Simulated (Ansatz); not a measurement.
**Na: the functional and the phonons**

Na in the bcc lattice, in a typed cell, not relaxed.

```
CELL_PARAMETERS angstrom
-2.10000 2.10000 2.10000
2.10000 -2.10000 2.10000
2.10000 2.10000 -2.10000
ATOMIC_POSITIONS crystal
Na 0.00000 0.00000 0.00000
```

DFT in Ansatz; PBE; all-electron PAW datasets (no frozen core) at 180 eV; k mesh 8×8×8; Fermi–Dirac smearing of 0.1 eV; no spin. Harmonic phonons by finite displacements in cells commensurate with each q, in cm⁻¹; i marks an unstable mode.

Caveats: coarse k mesh.

At 37.04 Å³ an atom it gives lowest mode at q = [0.5, -0.5, 0.5] (cm⁻¹) 123; top mode at q = [0.5, -0.5, 0.5] (cm⁻¹) 123.

Repeat with r2SCAN in the same cell, on the same kind of potentials and mesh. What changes?


```tsv
functional	cutoff (eV)	volume (Å³/atom)	lowest mode at q = [0.5, -0.5, 0.5] (cm⁻¹)	top mode at q = [0.5, -0.5, 0.5] (cm⁻¹)
r2SCAN in the same cell	200	37.04	132	132
```
